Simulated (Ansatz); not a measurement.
Calculation for TiO₂ (rutile type): DFT, PBE, all-electron LAPW, scalar-relativistic (Ansatz 0.2.0). This run: volume at 0.8 of the series' base cell.

The cell comes from a relaxation on PAW files under the same functional, begun from a prototype that needn't be the stable phase.

Command: `ansatz run input.yaml --threads 2 --pin off --max-ram 5120MiB --backend cpu --events-out ev --progress --plain --runs-dir out` It took 2.1 min on 2 threads of Intel(R) Xeon(R) Processor @ 2.50GHz (Skylake/Cascade Lake), on a shared host, peak memory 0.99 GiB.

```yaml
crystal:
  lattice:
    - [4.2555027899, 0.0, 0.0]
    - [0.0, 4.2555027899, 0.0]
    - [0.0, 0.0, 2.822888919]
  atoms:
    - { symbol: Ti, position: [0.0, 0.0, 0.0] }
    - { symbol: Ti, position: [0.5, 0.5, 0.5] }
    - { symbol: O, position: [0.3010560176, 0.3010560176, 0.0] }
    - { symbol: O, position: [0.6989439824, 0.6989439824, 0.0] }
    - { symbol: O, position: [0.8010560176, 0.1989439824, 0.5] }
    - { symbol: O, position: [0.1989439824, 0.8010560176, 0.5] }
kpoints:
  mp_grid: { grid: [8, 8, 11] }
scf:
  occupations: { method: fermi_dirac, width: 0.08 }
hamiltonian:
  xc: pbe
  pseudopotentials: { kind: all_electron, lapw: { basis_error: 0.001 } }
output:
  forces: true
  stress: true
  eigenvalues: true
  populations: true
```

Output:

```
Ti: projections on atomic orbitals take those of the free atom 1s2 2s2 2p6 3s2 3p6 3d2 4s2, of charge +0.00 (hamiltonian.pseudopotentials.projection_atoms)
O: projections on atomic orbitals take those of the free atom 1s2 2s2 2p4, of charge +0.00 (hamiltonian.pseudopotentials.projection_atoms)
LAPW: plane waves up to 11.153 Å⁻¹, error target 1.0e-3 eV per atom; small_component_spin mean_spin; O in spheres of 0.843 Å, 8 of its electrons in bands, Dirac shells []; Ti in spheres of 0.969 Å, 20 of its electrons in bands, Dirac shells [] (how accurate: hamiltonian.pseudopotentials.lapw.basis_error, Limitations)
Engine: ansatz 0.2.0
Pseudopotentials: kind: all_electron
Pseudopotential: Ti, LAPW, valence charge 20, lapw/all_electron/scalar/gaussian/Ti, Koelling and Harmon's equation, gaussian nucleus
Pseudopotential: O, LAPW, valence charge 8, lapw/all_electron/scalar/gaussian/O, Koelling and Harmon's equation, gaussian nucleus
Functional definition: PBE
  parameter kappa = 0.804
  parameter beta = 0.06672455060314922
  exchange = pbe_x(kappa = kappa, mu = beta*pi^2/3)
  correlation = pbe_c(beta = beta)
Crystal: 6 atoms, lattice volume = 51.121 Å³
Basis set: ecut = 473.94956975703406 eV, 1187 PW (Γ), exchange–correlation at level 2
Bands: 44, of which v1, the nominal top of the filled ones, is band 36 counted from 1 (35 counted from 0)
Symmetry: 16 space group operations
Space group: P42/mnm (ITA 136), of the structure as read, at distance tolerance 3.7e-5 Å
k-points: 90 of 704
Non-local potential: Ti, projectors of the file, none
Non-local potential: O, projectors of the file, none
Initial density: superposition of atomic densities (chi_scale 0.1, normalization cell, long waves kept (reshape's long-wave potential 0.00 eV rms))
Initial wavefunctions: plane waves of lowest kinetic energy (no species holds an atomic orbital)
Functional: x = pbe(κ = 0.804, μ = 0.2195149727645171), c = pbe(β = 0.06672455060314922)
iter 1 solved again at ethr=2.66e-2 eV; its pass at ethr=1.00e-1 eV (dr2=1.91e1 eV) is discarded
SCF iter   1: F=—  HF=-54675.208721 eV  |F-HF|=—  |Δ(HF+E_count)|=         —  Δρ=2.02e-1  dr2=1.91e1  ethr=2.66e-2  ⟨swp⟩=2.0  Hψ=26136  notcnv=0
preconditioner: auto → Resta (q_TF=auto, 2.889 Å⁻¹)  ε∞=3.7  [insulator: Δε(μ)=6.379 eV  Ē_g=20.783 eV  σ=0.080 eV  W_gap=1.00  n_scr=18 (ndim 8)  ℏωp=34.4 eV  f_vac=0.000  D(μ)=0.00/eV (n_scr^D=0)  ε∞_Penn≈3.7]
SCF iter   2: F=—  HF=-54667.409474 eV  |F-HF|=—  |Δ(HF+E_count)|=    7.80e0  Δρ=7.07e-2  dr2=2.47e0  ethr=2.66e-2  ⟨swp⟩=3.0  Hψ=12549  notcnv=0
SCF iter   3: F=—  HF=-54666.057944 eV  |F-HF|=—  |Δ(HF+E_count)|=    1.35e0  Δρ=5.12e-2  dr2=1.26e0  ethr=3.43e-3  ⟨swp⟩=3.0  Hψ=13455  notcnv=0
iter 4 solved again at ethr=1.30e-4 eV; its pass at ethr=1.75e-3 eV (dr2=9.35e-2 eV) is discarded
SCF iter   4: F=—  HF=-54665.937235 eV  |F-HF|=—  |Δ(HF+E_count)|=         —  Δρ=1.25e-2  dr2=9.36e-2  ethr=1.30e-4  ⟨swp⟩=2.0  Hψ=20747  notcnv=0
the basis was enlarged: its passes take 304.3 KiB over the memory plan, 2 of 2 planned eigensolver slots
SCF iter   5: F=—  HF=-54665.946072 eV  |F-HF|=—  |Δ(HF+E_count)|=   8.84e-3  Δρ=1.29e-2  dr2=9.69e-2  ethr=1.30e-4  ⟨swp⟩=2.0  Hψ=12150  notcnv=0
SCF iter   6: F=—  HF=-54665.905568 eV  |F-HF|=—  |Δ(HF+E_count)|=   4.05e-2  Δρ=2.76e-3  dr2=4.89e-3  ethr=1.30e-4  ⟨swp⟩=2.0  Hψ=11919  notcnv=0
SCF iter   7: F=—  HF=-54665.904039 eV  |F-HF|=—  |Δ(HF+E_count)|=   1.53e-3  Δρ=6.20e-4  dr2=2.60e-4  ethr=6.79e-6  ⟨swp⟩=2.0  Hψ=12150  notcnv=0
SCF iter   8: F=—  HF=-54665.903987 eV  |F-HF|=—  |Δ(HF+E_count)|=   5.21e-5  Δρ=7.83e-5  dr2=4.30e-6  ethr=3.62e-7  ⟨swp⟩=2.1  Hψ=12157  notcnv=0
SCF iter   9: F=—  HF=-54665.903973 eV  |F-HF|=—  |Δ(HF+E_count)|=   1.41e-5  Δρ=3.37e-5  dr2=6.83e-7  ethr=5.97e-9  ⟨swp⟩=2.0  Hψ=12150  notcnv=0
SCF iter  10: F=-54665.903972 eV  HF=-54665.903972 eV  |F-HF|=1.23e-8  |Δ(HF+E_count)|=   1.90e-7  Δρ=3.84e-6  dr2=7.80e-9  ethr=9.49e-10  ⟨swp⟩=2.0  Hψ=12150  notcnv=0
SCF 1 converged in 10 iterations: F = -54665.903972 eV  dr2 = 7.80e-9
SCF converged after 10 iterations
Free energy (F): -54665.903972 eV
Harris-Foulkes:  -54665.903972 eV  (|F-HF|=1.23e-8)
Internal energy: -54665.903972 eV  (E = F + TS)
E sigma→0 (E₀):  -54665.903972 eV
Entropy (-TS):   -0.000000 eV (-0.000 meV/atom)
Fermi energy:    13.890562 eV
--- Per-component energies (eV) ---
  E_band       = -11326.252010
  E_kinetic    = 55173.789971
  E_xc         = -3240.109936
  E_electrostatic = -106599.584008  (all electrons and nuclei)
  E_smearing   = -0.000000  (= −TS)
  E_closure    = 0.000000  (closes the sum)
  E_atoms      = -54616.856114  (free atoms, spherical and without spin; not in F)
  Σ components = -54665.903972   (vs F -54665.903972, Δ=0.00e0)
  Basis errors (estimates in eV, not in F): energy 4.8e-4 per atom: plane waves 4.3e-4 (2.6e-4 summed), levels above the bands 8.1e-37, relativity 1.1e-7, radial functions 4.1e-5, core shells 7.8e-13; eigenvalues (radial functions only) 1.7e-6; not estimated: angular momenta, meshes, grids; target (lapw.basis_error) 1.0e-3; muffin-tin radii O 0.843 Å, Ti 0.969 Å
--- Forces (eV/Å), atoms counted from 1 ---
  atom   1  Ti     0.00000000     0.00000000     0.00000000
  atom   2  Ti     0.00000000    -0.00000000     0.00000000
  atom   3  O     -0.00313545    -0.00313545     0.00000000
  atom   4  O      0.00313545     0.00313545     0.00000000
  atom   5  O     -0.00313545     0.00313545     0.00000000
  atom   6  O      0.00313545    -0.00313545     0.00000000
  max |Σ_I F_I| component: 0.00e0 eV/Å
--- Stress (GPa, compression-positive) ---
       76.983865       0.000000       0.000000
        0.000000      76.983865       0.000000
        0.000000       0.000000      77.009780
  P = ⅓ Tr σ = 76.9925 GPa (769.925 kbar)
--- Band table (eV; the first three rows and the last of 90) ---
  k-point 0: bands = ["-517.6623", "-517.6623", "-491.4356", "-491.4356", "-491.4356", "-491.4356", "-424.8786", "-424.8786", "-424.8711", "-424.8711", "-424.8591", "-424.8591", "-43.4812", "-43.4285", "-20.1224", "-20.1224", "-19.7305", "-19.7305", "-19.6443", "-19.5526", "-6.4418", "-5.0022", "-3.5539", "-3.5539", "6.0964", "6.2445", "6.3038", "8.1208", "8.1208", "9.9658", "9.9658", "10.3985", "11.9996", "12.3479", "12.3479", "12.8163", "15.0372", "15.4733", "15.6415", "15.8234", "15.8234", "18.7170", "19.0035", "21.0611"]
  k-point 1: bands = ["-517.6623", "-517.6623", "-491.4356", "-491.4356", "-491.4356", "-491.4356", "-424.8786", "-424.8786", "-424.8711", "-424.8711", "-424.8591", "-424.8591", "-43.4740", "-43.4233", "-20.1054", "-20.1054", "-19.7271", "-19.7271", "-19.7101", "-19.6239", "-6.3164", "-4.9207", "-3.6313", "-3.6313", "6.2446", "6.3609", "6.4151", "8.0327", "8.0327", "10.1140", "10.1536", "10.1536", "11.5890", "12.1461", "12.1461", "12.7160", "15.3262", "15.5763", "15.6045", "15.9742", "15.9742", "18.6331", "19.1404", "20.9077"]
  k-point 2: bands = ["-517.6623", "-517.6623", "-491.4356", "-491.4356", "-491.4356", "-491.4356", "-424.8786", "-424.8786", "-424.8711", "-424.8711", "-424.8591", "-424.8591", "-43.4541", "-43.4096", "-20.0587", "-20.0587", "-19.8827", "-19.8112", "-19.7186", "-19.7186", "-5.9721", "-4.7120", "-3.8367", "-3.8367", "6.6512", "6.6750", "6.7454", "7.9027", "7.9027", "9.4473", "10.5377", "10.5377", "10.7173", "11.6459", "11.6459", "12.3681", "15.5758", "15.7875", "15.8923", "16.3507", "16.3507", "18.3880", "19.4753", "20.6210"]
  k-point 89: bands = ["-517.6623", "-517.6623", "-491.4356", "-491.4356", "-491.4356", "-491.4356", "-424.8786", "-424.8786", "-424.8711", "-424.8711", "-424.8591", "-424.8591", "-43.3768", "-43.3768", "-20.3895", "-20.3895", "-19.9023", "-19.9023", "-19.7088", "-19.7088", "-4.6411", "-4.6411", "-4.2439", "-4.2439", "6.8231", "6.8231", "7.6061", "7.6061", "8.6128", "8.6128", "10.0123", "10.0123", "10.9467", "10.9467", "12.1417", "12.1417", "16.1128", "16.1128", "16.7414", "16.7414", "16.7584", "16.7584", "20.4041", "20.4041"]
--- Löwdin populations: 6 sites ---
  site symbol       q [e]
     0     Ti     20.7076
     1     Ti     20.7076
     2      O      8.6148
     3      O      8.6148
     4      O      8.6148
     5      O      8.6148
  spilling = 0.001652 (of n_electrons = 76.000000)
```

populations.tsv:

```
# site	symbol	l	j	q
# orbitals = lowdin
# n_electrons = 76.000000
# spilling = 0.001652
# projection_atom_Ti: 1s2 2s2 2p6 3s2 3p6 3d2 4s2
# projection_atom_O: 1s2 2s2 2p4
0	Ti	0_1S	-	1.999972
0	Ti	0_2S	-	1.998380
0	Ti	0_3S	-	1.949988
0	Ti	0_4S	-	0.394625
0	Ti	1_2P	-	5.999967
0	Ti	1_3P	-	5.985485
0	Ti	2_3D	-	2.379204
1	Ti	0_1S	-	1.999972
1	Ti	0_2S	-	1.998380
1	Ti	0_3S	-	1.949988
1	Ti	0_4S	-	0.394625
1	Ti	1_2P	-	5.999967
1	Ti	1_3P	-	5.985485
1	Ti	2_3D	-	2.379204
2	O	0_1S	-	1.997402
2	O	0_2S	-	1.718021
2	O	1_2P	-	4.899370
3	O	0_1S	-	1.997402
3	O	0_2S	-	1.718021
3	O	1_2P	-	4.899370
4	O	0_1S	-	1.997402
4	O	0_2S	-	1.718021
4	O	1_2P	-	4.899370
5	O	0_1S	-	1.997402
5	O	0_2S	-	1.718021
5	O	1_2P	-	4.899370
```

Next run (volume at 0.72 of the series' base cell), as changes to the input before:

```diff
   lattice:
-    - [4.2555027899, 0.0, 0.0]
-    - [0.0, 4.2555027899, 0.0]
-    - [0.0, 0.0, 2.822888919]
+    - [4.084733971, 0.0, 0.0]
+    - [0.0, 4.084733971, 0.0]
+    - [0.0, 0.0, 2.7574681389]
   atoms:
-    - { symbol: O, position: [0.3010560176, 0.3010560176, 0.0] }
-    - { symbol: O, position: [0.6989439824, 0.6989439824, 0.0] }
-    - { symbol: O, position: [0.8010560176, 0.1989439824, 0.5] }
-    - { symbol: O, position: [0.1989439824, 0.8010560176, 0.5] }
+    - { symbol: O, position: [0.301208253, 0.301208253, 0.0] }
+    - { symbol: O, position: [0.698791747, 0.698791747, 0.0] }
+    - { symbol: O, position: [0.801208253, 0.198791747, 0.5] }
+    - { symbol: O, position: [0.198791747, 0.801208253, 0.5] }
 kpoints:
```

Command: `ansatz run input.yaml --threads 2 --pin off --max-ram 5120MiB --backend cpu --events-out ev --progress --plain --runs-dir out` It took 110 s on 2 threads of Intel(R) Xeon(R) Processor @ 2.50GHz (Skylake/Cascade Lake), on a shared host, peak memory 1 GiB.

Results part of the output:

```
SCF 1 converged in 10 iterations: F = -54662.493128 eV  dr2 = 4.74e-10
SCF converged after 10 iterations
Free energy (F): -54662.493128 eV
Harris-Foulkes:  -54662.493128 eV  (|F-HF|=1.31e-10)
Internal energy: -54662.493128 eV  (E = F + TS)
E sigma→0 (E₀):  -54662.493128 eV
Fermi energy:    16.021766 eV
--- Per-component energies (eV) ---
  E_band       = -11172.810126
  E_kinetic    = 55218.181625
  E_xc         = -3248.397200
  E_electrostatic = -106632.277552  (all electrons and nuclei)
  E_smearing   = -0.000000  (= −TS)
  E_closure    = 0.000000  (closes the sum)
  E_atoms      = -54616.856114  (free atoms, spherical and without spin; not in F)
  Σ components = -54662.493128   (vs F -54662.493128, Δ=0.00e0)
  Basis errors (estimates in eV, not in F): energy 4.8e-4 per atom: plane waves 4.4e-4 (2.6e-4 summed), levels above the bands 6.2e-42, relativity 4.7e-8, radial functions 3.9e-5, core shells 1.2e-12; eigenvalues (radial functions only) 1.6e-6; not estimated: angular momenta, meshes, grids; target (lapw.basis_error) 1.0e-3; muffin-tin radii O 0.809 Å, Ti 0.931 Å
--- Forces (eV/Å), atoms counted from 1 ---
  atom   1  Ti     0.00000000    -0.00000000     0.00000000
  atom   2  Ti    -0.00000000     0.00000000     0.00000000
  atom   3  O     -0.00625163    -0.00625163     0.00000000
[... lines left out ...]
  atom   6  O      0.00625163    -0.00625163     0.00000000
  max |Σ_I F_I| component: 0.00e0 eV/Å
--- Stress (GPa, compression-positive) ---
      141.635324       0.000000       0.000000
        0.000000     141.635324       0.000000
        0.000000       0.000000     141.740959
  P = ⅓ Tr σ = 141.6705 GPa (1416.705 kbar)
--- Band table (eV; the first three rows and the last of 90) ---
  k-point 0: bands = ["-514.8868", "-514.8868", "-489.2925", "-489.2925", "-489.2925", "-489.2925", "-422.0919", "-422.0919", "-422.0851", "-422.0851", "-422.0713", "-422.0713", "-41.1490", "-41.0569", "-18.0602", "-18.0602", "-17.4442", "-17.4442", "-17.3440", "-17.1933", "-4.9745", "-3.4584", "-1.3784", "-1.3784", "7.3941", "7.5397", "7.5926", "9.5691", "9.5691", "11.8666", "11.8666", "12.2457", "13.9897", "14.4707", "14.4707", "14.7973", "17.2925", "17.9402", "17.9662", "18.1347", "18.1347", "21.5608", "22.1463", "24.2146"]
  k-point 1: bands = ["-514.8868", "-514.8868", "-489.2925", "-489.2925", "-489.2925", "-489.2925", "-422.0919", "-422.0919", "-422.0851", "-422.0851", "-422.0713", "-422.0713", "-41.1384", "-41.0500", "-18.0372", "-18.0372", "-17.4395", "-17.4395", "-17.4351", "-17.2940", "-4.8186", "-3.3478", "-1.4896", "-1.4896", "7.5145", "7.6751", "7.7608", "9.5117", "9.5117", "11.9436", "12.0418", "12.0418", "13.5482", "14.2577", "14.2577", "14.6601", "17.6262", "17.9364", "18.0431", "18.3209", "18.3209", "21.4646", "22.2914", "24.0365"]
  k-point 2: bands = ["-514.8868", "-514.8868", "-489.2925", "-489.2925", "-489.2925", "-489.2925", "-422.0919", "-422.0919", "-422.0851", "-422.0851", "-422.0713", "-422.0713", "-41.1095", "-41.0316", "-17.9742", "-17.9742", "-17.6720", "-17.5556", "-17.4277", "-17.4277", "-4.3956", "-3.0646", "-1.7818", "-1.7818", "7.8721", "8.0411", "8.2219", "9.4284", "9.4284", "11.2331", "12.4072", "12.4072", "12.6222", "13.7609", "13.7609", "14.2080", "17.9360", "18.2451", "18.2757", "18.7789", "18.7789", "21.1839", "22.6485", "23.7116"]
  k-point 89: bands = ["-514.8868", "-514.8868", "-489.2925", "-489.2925", "-489.2925", "-489.2925", "-422.0919", "-422.0919", "-422.0851", "-422.0851", "-422.0713", "-422.0713", "-40.9920", "-40.9920", "-18.3466", "-18.3466", "-17.7707", "-17.7707", "-17.4136", "-17.4136", "-2.8788", "-2.8788", "-2.3440", "-2.3440", "8.1314", "8.1314", "9.3740", "9.3740", "10.2843", "10.2843", "12.1506", "12.1506", "12.6731", "12.6731", "14.1957", "14.1957", "18.4927", "18.4927", "19.1532", "19.1532", "19.2951", "19.2951", "23.4576", "23.4576"]
--- Löwdin populations: 6 sites ---
  site symbol       q [e]
     0     Ti     20.7800
     1     Ti     20.7800
     2      O      8.5798
     3      O      8.5798
     4      O      8.5798
     5      O      8.5798
  spilling = 0.001592 (of n_electrons = 76.000000)
```

Next run (volume at 0.62 of the series' base cell), as changes to the input before:

```diff
   lattice:
-    - [4.084733971, 0.0, 0.0]
-    - [0.0, 4.084733971, 0.0]
-    - [0.0, 0.0, 2.7574681389]
+    - [3.8404892369, 0.0, 0.0]
+    - [0.0, 3.8404892369, 0.0]
+    - [0.0, 0.0, 2.6861121789]
   atoms:
-    - { symbol: O, position: [0.301208253, 0.301208253, 0.0] }
-    - { symbol: O, position: [0.698791747, 0.698791747, 0.0] }
-    - { symbol: O, position: [0.801208253, 0.198791747, 0.5] }
-    - { symbol: O, position: [0.198791747, 0.801208253, 0.5] }
+    - { symbol: O, position: [0.3031660515, 0.3031660515, 0.0] }
+    - { symbol: O, position: [0.6968339485, 0.6968339485, 0.0] }
+    - { symbol: O, position: [0.8031660515, 0.1968339485, 0.5] }
+    - { symbol: O, position: [0.1968339485, 0.8031660515, 0.5] }
 kpoints:
   mp_grid: { grid: [8, 8, 11] }
+  band_path:
+    path:
+      - [0.0, 0.0, 0.0]
+      - [0.0, 0.5, 0.0]
+      - [0.5, 0.5, 0.0]
+      - [0.0, 0.0, 0.0]
+      - [0.0, 0.0, 0.5]
+      - [0.0, 0.5, 0.5]
+      - [0.5, 0.5, 0.5]
+      - [0.0, 0.0, 0.5]
+      - [0.0, 0.5, 0.0]
+    npoints: 8
 scf:
   populations: true
+  dos: { projected: true, de: 0.2, e_range: [-14, 8] }
```

Command: `ansatz run input.yaml --threads 2 --pin off --max-ram 5120MiB --backend cpu --events-out ev --progress --plain --runs-dir out` It took 2.4 min on 2 threads of Intel(R) Xeon(R) Processor @ 2.50GHz (Skylake/Cascade Lake) (shared host), peak memory 1 GiB.

Results part of the output:

```
SCF 1 converged in 10 iterations: F = -54654.384927 eV  dr2 = 2.45e-10
NSCF: frozen V_eff on 65 k-points
SCF converged after 10 iterations
Free energy (F): -54654.384927 eV
Harris-Foulkes:  -54654.384927 eV  (|F-HF|=2.91e-11)
Internal energy: -54654.384927 eV  (E = F + TS)
E sigma→0 (E₀):  -54654.384927 eV
Fermi energy:    19.443596 eV
--- Per-component energies (eV) ---
  E_band       = -10930.183472
  E_kinetic    = 55293.498297
  E_xc         = -3261.673507
  E_electrostatic = -106686.209717  (all electrons and nuclei)
  E_smearing   = -0.000000  (= −TS)
  E_closure    = 0.000000  (closes the sum)
  E_atoms      = -54616.856114  (free atoms, spherical and without spin; not in F)
  Σ components = -54654.384927   (vs F -54654.384927, Δ=0.00e0)
  Basis errors (estimates in eV, not in F): energy 5.0e-4 per atom: plane waves 4.5e-4 (2.7e-4 summed), levels above the bands 7.1e-50, relativity 2.5e-8, radial functions 4.6e-5, core shells 2.0e-12; eigenvalues (radial functions only) 1.2e-6; not estimated: angular momenta, meshes, grids; target (lapw.basis_error) 1.0e-3; muffin-tin radii O 0.765 Å, Ti 0.881 Å
--- Forces (eV/Å), atoms counted from 1 ---
  atom   1  Ti    -0.00000000     0.00000000     0.00000000
  atom   2  Ti    -0.00000000    -0.00000000     0.00000000
[... lines left out ...]
  atom   6  O      0.01521939    -0.01521939     0.00000000
  max |Σ_I F_I| component: 6.94e-18 eV/Å
--- Stress (GPa, compression-positive) ---
      278.188689       0.000000       0.000000
        0.000000     278.188689       0.000000
        0.000000       0.000000     278.494947
  P = ⅓ Tr σ = 278.2908 GPa (2782.908 kbar)
--- Band table (eV; the first three rows and the last of 90) ---
  k-point 0: bands = ["-510.5045", "-510.5045", "-485.9162", "-485.9162", "-485.9162", "-485.9162", "-417.6915", "-417.6915", "-417.6857", "-417.6857", "-417.6706", "-417.6706", "-37.6027", "-37.4058", "-15.0234", "-15.0234", "-13.9146", "-13.9146", "-13.8883", "-13.5869", "-2.5444", "-1.0581", "2.3295", "2.3295", "9.1435", "9.5638", "9.9502", "11.7853", "11.7853", "14.8913", "14.8913", "15.2500", "17.1782", "17.8566", "18.0510", "18.0510", "20.8384", "21.6592", "21.6885", "21.6885", "22.0445", "26.0331", "27.1316", "29.2877"]
  k-point 1: bands = ["-510.5045", "-510.5045", "-485.9162", "-485.9162", "-485.9162", "-485.9162", "-417.6915", "-417.6915", "-417.6857", "-417.6857", "-417.6706", "-417.6706", "-37.5855", "-37.3962", "-14.9907", "-14.9907", "-14.0274", "-13.9090", "-13.9090", "-13.7462", "-2.3290", "-0.8872", "2.1448", "2.1448", "9.2756", "9.7275", "10.1496", "11.8117", "11.8117", "14.9251", "15.0201", "15.0201", "16.6970", "17.6519", "17.8365", "17.8365", "21.2342", "21.6444", "21.9505", "21.9505", "22.1254", "25.9170", "27.2898", "29.0485"]
  k-point 2: bands = ["-510.5045", "-510.5045", "-485.9162", "-485.9162", "-485.9162", "-485.9162", "-417.6915", "-417.6915", "-417.6857", "-417.6857", "-417.6706", "-417.6706", "-37.5383", "-37.3712", "-14.9003", "-14.9003", "-14.3827", "-14.1516", "-13.8954", "-13.8954", "-1.7595", "-0.4519", "1.6736", "1.6736", "9.6684", "10.1730", "10.7020", "11.8645", "11.8645", "14.1515", "15.3168", "15.3168", "15.7083", "17.0217", "17.3944", "17.3944", "21.6934", "21.9901", "22.2479", "22.5708", "22.5708", "25.5799", "27.6860", "28.6257"]
  k-point 89: bands = ["-510.5045", "-510.5045", "-485.9162", "-485.9162", "-485.9162", "-485.9162", "-417.6915", "-417.6915", "-417.6857", "-417.6857", "-417.6706", "-417.6706", "-37.3323", "-37.3323", "-15.3326", "-15.3326", "-14.6237", "-14.6237", "-13.9033", "-13.9033", "0.0481", "0.0481", "0.8026", "0.8026", "10.2377", "10.2377", "12.3176", "12.3176", "12.9882", "12.9882", "15.4491", "15.4491", "15.8385", "15.8385", "17.4920", "17.4920", "22.1827", "22.1827", "22.7377", "22.7377", "23.3542", "23.3542", "28.1463", "28.1463"]
--- Löwdin populations: 6 sites ---
  site symbol       q [e]
     0     Ti     20.9008
     1     Ti     20.9008
     2      O      8.5192
     3      O      8.5192
     4      O      8.5192
     5      O      8.5192
  spilling = 0.001603 (of n_electrons = 76.000000)
```

The structure type is held throughout; the real material can change phase at far lower pressure.
